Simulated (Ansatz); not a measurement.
Ansatz (a program for electronic structure) input:

Ansatz 0.2 input:
```yaml
crystal:
  lattice:
    - [3.1983364662, 0.0, 0.0]
    - [-1.5991682331, 2.7698406295, 0.0]
    - [0.0, 0.0, 7.9677679257]
  atoms:
    - { symbol: B, position: [0.3333333333, 0.6666666667, 0.25] }
    - { symbol: P, position: [0.6666666667, 0.3333333333, 0.25] }
    - { symbol: P, position: [0.3333333333, 0.6666666667, 0.75] }
    - { symbol: B, position: [0.6666666667, 0.3333333333, 0.75] }
kpoints:
  mp_grid: { grid: [10, 10, 4] }
hamiltonian:
  xc: r2scan
  dispersion: d4
  pseudopotentials: { kind: paw }
scf:
  occupations: { method: fixed }
elastic: { mode: relaxed_ion, stencil: two_point, amplitude: 0.005, f_tol: 0.0005 }
```

Output (shortened):

```
Pseudopotential: B, paw, valence charge 3
Pseudopotential: P, paw, valence charge 5
Functional definition: r2SCAN
Crystal: 4 atoms, lattice volume = 70.586 Å³
Basis set: ecut = 500 eV, 1811 PW (Γ), exchange–correlation on 96×96×240 points (64 copies of the dense FFT grid, shifted against one another)
Bands: 12, of which v1, the nominal top of the filled ones, is band 8 counted from 1 (7 counted from 0)
Symmetry: 24 space group operations
Space group: P63/mmc (ITA 194), of the structure as read, at distance tolerance 4.1e-5 Å
k-points: 42 of 400
SCF 1 converged in 10 iterations: F = -1832.115454 eV  dr2 = 9.36e-14
Crystal: 4 atoms, lattice volume = 70.586 Å³
SCF 2 converged in 2 iterations: F = -1832.115454 eV  dr2 = 1.18e-14
Crystal: 4 atoms, lattice volume = 70.233 Å³
Basis set: ecut = 500 eV, 1795 PW (Γ), exchange–correlation on 96×96×240 points (64 copies of the dense FFT grid, shifted against one another)
Symmetry: 8 space group operations
k-points: 93 of 400
SCF 3 converged in 9 iterations: F = -1832.113155 eV  dr2 = 8.01e-15
relax step   1: F+E_penalty+E_count = -1832.11315501 eV  Δ(F+E_penalty+E_count) = +0.000e0 eV  max|allowed force component| = 6.697e-2 eV/Å  Δτ_max = 0.0000 Å  (9 SCF iters, accepted)
Crystal: 4 atoms, lattice volume = 70.233 Å³
SCF 4 converged in 8 iterations: F = -1832.113264 eV  dr2 = 1.92e-14
relax step   2: F+E_penalty+E_count = -1832.11326355 eV  Δ(F+E_penalty+E_count) = -1.085e-4 eV  max|allowed force component| = 3.759e-2 eV/Å  Δτ_max = 0.0016 Å  (8 SCF iters, accepted)
Crystal: 4 atoms, lattice volume = 70.233 Å³
SCF 5 converged in 8 iterations: F = -1832.113320 eV  dr2 = 1.08e-14
relax step   3: F+E_penalty+E_count = -1832.11331977 eV  Δ(F+E_penalty+E_count) = -5.622e-5 eV  max|allowed force component| = 1.704e-3 eV/Å  Δτ_max = 0.0055 Å  (8 SCF iters, accepted)
Crystal: 4 atoms, lattice volume = 70.233 Å³
SCF 6 converged in 8 iterations: F = -1832.113335 eV  dr2 = 2.08e-14
relax step   4: F+E_penalty+E_count = -1832.11333538 eV  Δ(F+E_penalty+E_count) = -1.561e-5 eV  max|allowed force component| = 7.147e-3 eV/Å  Δτ_max = 0.0062 Å  (8 SCF iters, accepted)
Crystal: 4 atoms, lattice volume = 70.233 Å³
SCF 7 converged in 8 iterations: F = -1832.113374 eV  dr2 = 5.20e-14
relax step   5: F+E_penalty+E_count = -1832.11337424 eV  Δ(F+E_penalty+E_count) = -3.886e-5 eV  max|allowed force component| = 1.142e-2 eV/Å  Δτ_max = 0.0093 Å  (8 SCF iters, accepted)
Crystal: 4 atoms, lattice volume = 70.233 Å³
SCF 8 converged in 9 iterations: F = -1832.113469 eV  dr2 = 5.10e-15
relax step   6: F+E_penalty+E_count = -1832.11346943 eV  Δ(F+E_penalty+E_count) = -9.519e-5 eV  max|allowed force component| = 1.803e-2 eV/Å  Δτ_max = 0.0146 Å  (9 SCF iters, accepted)
Crystal: 4 atoms, lattice volume = 70.233 Å³
SCF 9 converged in 9 iterations: F = -1832.113691 eV  dr2 = 1.70e-14
relax step   7: F+E_penalty+E_count = -1832.11369089 eV  Δ(F+E_penalty+E_count) = -2.215e-4 eV  max|allowed force component| = 2.784e-2 eV/Å  Δτ_max = 0.0225 Å  (9 SCF iters, accepted)
Crystal: 4 atoms, lattice volume = 70.233 Å³
SCF 10 converged in 9 iterations: F = -1832.114167 eV  dr2 = 3.04e-14
relax step   8: F+E_penalty+E_count = -1832.11416709 eV  Δ(F+E_penalty+E_count) = -4.762e-4 eV  max|allowed force component| = 4.162e-2 eV/Å  Δτ_max = 0.0333 Å  (9 SCF iters, accepted)
Crystal: 4 atoms, lattice volume = 70.233 Å³
[...]
SCF 32 converged in 10 iterations: F = -1832.170816 eV  dr2 = 2.35e-14
relax step  12: F+E_penalty+E_count = -1832.17081565 eV  Δ(F+E_penalty+E_count) = -1.592e-2 eV  max|allowed force component| = 3.764e-2 eV/Å  Δτ_max = 0.1948 Å  (10 SCF iters, accepted)
Crystal: 4 atoms, lattice volume = 70.938 Å³
SCF 33 converged in 10 iterations: F = -1832.173472 eV  dr2 = 2.20e-14
relax step  13: F+E_penalty+E_count = -1832.17347230 eV  Δ(F+E_penalty+E_count) = -2.657e-3 eV  max|allowed force component| = 9.880e-2 eV/Å  Δτ_max = 0.1914 Å  (10 SCF iters, accepted)
Crystal: 4 atoms, lattice volume = 70.938 Å³
SCF 34 converged in 9 iterations: F = -1832.174116 eV  dr2 = 6.72e-14
relax step  14: F+E_penalty+E_count = -1832.17411551 eV  Δ(F+E_penalty+E_count) = -6.432e-4 eV  max|allowed force component| = 4.567e-2 eV/Å  Δτ_max = 0.0480 Å  (9 SCF iters, accepted)
Crystal: 4 atoms, lattice volume = 70.938 Å³
SCF 35 converged in 8 iterations: F = -1832.174187 eV  dr2 = 7.09e-14
relax step  15: F+E_penalty+E_count = -1832.17418743 eV  Δ(F+E_penalty+E_count) = -7.192e-5 eV  max|allowed force component| = 5.776e-3 eV/Å  Δτ_max = 0.0080 Å  (8 SCF iters, accepted)
Crystal: 4 atoms, lattice volume = 70.938 Å³
SCF 36 converged in 8 iterations: F = -1832.174191 eV  dr2 = 8.89e-15
relax step  16: F+E_penalty+E_count = -1832.17419066 eV  Δ(F+E_penalty+E_count) = -3.226e-6 eV  max|allowed force component| = 2.491e-4 eV/Å  Δτ_max = 0.0040 Å  (8 SCF iters, accepted)
Crystal: 4 atoms, lattice volume = 70.938 Å³
SCF 37 converged in 2 iterations: F = -1832.174191 eV  dr2 = 1.96e-15
Crystal: 4 atoms, lattice volume = 70.233 Å³
SCF 38 converged in 8 iterations: F = -1832.115350 eV  dr2 = 1.18e-14
Crystal: 4 atoms, lattice volume = 70.938 Å³
SCF 39 converged in 6 iterations: F = -1832.115356 eV  dr2 = 2.55e-14
Crystal: 4 atoms, lattice volume = 70.585 Å³
Basis set: ecut = 500 eV, 1809 PW (Γ), exchange–correlation on 96×96×240 points (64 copies of the dense FFT grid, shifted against one another)
Symmetry: 4 space group operations
k-points: 117 of 400
SCF 40 converged in 9 iterations: F = -1832.115466 eV  dr2 = 3.31e-14
relax step   1: F+E_penalty+E_count = -1832.11546553 eV  Δ(F+E_penalty+E_count) = +0.000e0 eV  max|allowed force component| = 2.850e-5 eV/Å  Δτ_max = 0.0000 Å  (9 SCF iters, accepted)
Crystal: 4 atoms, lattice volume = 70.585 Å³
SCF 41 converged in 2 iterations: F = -1832.115466 eV  dr2 = 6.01e-15
Crystal: 4 atoms, lattice volume = 70.585 Å³
SCF 42 converged in 9 iterations: F = -1832.115466 eV  dr2 = 9.78e-14
relax step   1: F+E_penalty+E_count = -1832.11546553 eV  Δ(F+E_penalty+E_count) = +0.000e0 eV  max|allowed force component| = 2.850e-5 eV/Å  Δτ_max = 0.0000 Å  (9 SCF iters, accepted)
Crystal: 4 atoms, lattice volume = 70.585 Å³
SCF 43 converged in 2 iterations: F = -1832.115466 eV  dr2 = 1.78e-14
2 of the elastic batch's strained cells closed on another state than the unstrained crystal's, so that the constants are between two states. The farthest is the member of strain η1, δ = -5.0e-3: the two states' filled orbitals part by 0.776, averaged over the …
WARN: C11 and the rest of its column (C11 to C61, from strain 11), every constant that the crystal's symmetry builds from them, which can be the whole tensor …
SCF converged after 2 iterations
Free energy (F): -1832.115454 eV
Harris-Foulkes:  -1832.115454 eV  (|F-HF|=9.09e-13)
Internal energy: -1832.115454 eV  (E = F + TS)
E sigma→0 (E₀):  -1832.115454 eV
Fermi energy:    4.149399 eV
--- Per-component energies (eV) ---
  E_band       = -36.257501
  E_kinetic    = 237.313974
  E_local      = -357.748440  (includes V_loc(G=0)·N_el)
  E_nonlocal   = 90.454202
  E_hartree    = 108.454253
  E_xc         = -178.807911
  E_vxc        = -211.857213  (∫ρ·V_xc dr)
  E_paw        = -1311.998141  (= ΣΔE_a)
  E_vpaw       = -21.483174  (= ΣTr[D̂ρ^β])
  E_aug_tail   = -0.000002  (compensation charges beyond the density's cutoff)
  E_vtau       = 10.154644  (kinetic-family band-sum trace: ∫τ·v_τ [+ j·A + Jᵃ·Aᵃ] dr)
  E_ewald      = -419.193643
  E_disp       = -0.371178  (pairwise vdW)
  E_core_change = -0.218568  (= ΣΔE_core)
  E_smearing   =  0.000000  (= −TS)
  E_closure    =  0.000000  (closes the sum)
  Σ components = -1832.115454   (vs F -1832.115454, Δ=0.00e0)
--- Forces (eV/Å), atoms counted from 1 ---
  atom   1  B      0.00000000     0.00000000     0.00000000
  atom   2  P      0.00000000     0.00000000     0.00000000
  atom   3  P      0.00000000     0.00000000     0.00000000
  atom   4  B      0.00000000     0.00000000     0.00000000
  max |Σ_I F_I| component: 3.93e-17 eV/Å
--- Stress (GPa, compression-positive) ---
       -0.001713       0.000000       0.000000
        0.000000      -0.001713       0.000000
        0.000000       0.000000       0.000117
  P = ⅓ Tr σ = -0.0011 GPa (-0.011 kbar)
--- Band table (eV; the first three rows and the last of 42) ---
  k-point 0: bands = ["-10.4948", "-10.2783", "-1.1175", "0.6179", "2.3346", "2.3346", "2.3918", "2.3918", "7.8410", "9.0250", "9.0250", "9.1467"]
  k-point 1: bands = ["-10.4646", "-10.3117", "-0.9104", "0.2961", "2.3429", "2.3429", "2.3834", "2.3834", "8.4617", "9.0424", "9.0424", "9.1284"]
  k-point 2: bands = ["-10.3898", "-10.3898", "-0.3602", "-0.3602", "2.3630", "2.3630", "2.3630", "2.3630", "9.0849", "9.0849", "9.0849", "9.0849"]
  k-point 41: bands = ["-6.8227", "-6.8227", "-4.2709", "-4.2709", "-2.3233", "-2.3233", "3.7337", "3.7337", "5.4226", "5.4226", "10.7002", "10.7002"]
--- Elastic constants: 3 strain directions × 2 members + reference (group order 24) ---
  dense FFT box of the reference and of every strained cell: 24×24×60
  strains applied: 11, 33, 23; error gains …
  pairwise dispersion correction: d4 (s6 = 1.0, s8 = 0.6018749, s9 = 1.0, a1 = 0.51559235, a2_bohr = 5.77342911), with the weights of each atom's references …
  C = ∂σ_k/∂η_j (tension-positive GPa; Voigt order 11 22 33 23 13 12):
       343.363     67.210     -0.693      0.000      0.000      0.000
        67.210    343.363     -0.693      0.000      0.000      0.000
        85.588     85.588     18.499      0.000      0.000      0.000
         0.000      0.000      0.000     -1.989      0.000      0.000
         0.000      0.000      0.000      0.000     -1.989      0.000
         0.000      0.000      0.000      0.000      0.000    138.077
  reference stress σ⁰ (GPa):      0.002      0.002      0.000      0.000      0.000      0.000
  moduli (Voigt/Reuss/Hill, GPa): K = 112.16/14.37/63.26   G = 63.69/-6.08/28.81   E = 75.03   ν = 0.302
  mechanically stable: NO (min eigenvalue of sym C = -1.99 GPa)
  the cell is mechanically unstable, and its weakest contacts join parallel layers …
  the layer in its plane, per area (N/m: the tensor there times 7.9678 Å, the cell's volume per area …
    of the cell's 2 layers together, so a stiff one can hide an unstable one:
    C11 = 273.58   C22 = 273.58   C12 = 53.55   C66 = 110.02   C16 =  0.00   C26 =  0.00
  moduli of the layer (Voigt/Reuss/Hill, N/m): K = 163.57/163.57/163.57   G = 110.02/110.02/110.02   E = 263.10   ν = 0.196
  mechanically stable in its plane: yes (min eigenvalue of those constants = 110.02 N/m; a buckling out of the plane is not judged)
  harmonic check of the ions' relaxations: strain 11: 1 of 1 pair far from harmonic (see the warning)
  the stresses are not corrected for the forces that the relaxations left standing (`elastic.f_tol`)
  strain η (Voigt 11):  stress-route row diagonal C_11 = 343.36 GPa, energy-path curvature d²(F+E_count+ΔE)/dδ²/Ω₀ = -6789.25 GPa
         δ    σ_11 (GPa)             F (eV)   n_scf  n_hpsi   n_pw
    -5.000e-3      -1.5542       -1832.1314949       2   12162   1798   relax 17 steps, max|allowed force component| 1.94e-4 eV/Å
     5.000e-3       1.8795       -1832.1741907       2   12085   1816   relax 16 steps, max|allowed force component| 2.49e-4 eV/Å
  strain η (Voigt 33):  stress-route row diagonal C_33 = 18.50 GPa, energy-path curvature d²(F+E_count+ΔE)/dδ²/Ω₀ = 18.49 GPa
         δ    σ_33 (GPa)             F (eV)   n_scf  n_hpsi   n_pw
    -5.000e-3      -0.0950       -1832.1153499       8   11093   1811   relax 0 steps, max|allowed force component| 2.96e-16 eV/Å
     5.000e-3       0.0900       -1832.1153559       6    9285   1826   relax 0 steps, max|allowed force component| 3.15e-16 eV/Å
  strain η (Voigt 23):  stress-route row diagonal C_44 = -1.99 GPa, energy-path curvature d²(F+E_count+ΔE)/dδ²/Ω₀ = -1.99 GPa
         δ    σ_23 (GPa)             F (eV)   n_scf  n_hpsi   n_pw
    -5.000e-3       0.0099       -1832.1154655       2   15352   1809   relax 1 steps, max|allowed force component| 2.85e-5 eV/Å
     5.000e-3      -0.0099       -1832.1154655       2   15437   1809   relax 1 steps, max|allowed force component| 2.85e-5 eV/Å
```

Cost: roughly 4 core-minutes on shared cores.

Space group P6_3/mmc. The start of the workflow was typed in or built on a structure type; neither database checked (COD, Materials Project) lists it. It is not the phase usual at ambient conditions (space group No. 216). The cell was relaxed with r²SCAN+D4 under the symmetry of its start; whether a distortion lowers the energy is not shown.

Potentials: the later of the program's two PAW sets.

Ansatz is a plane-wave DFT program.
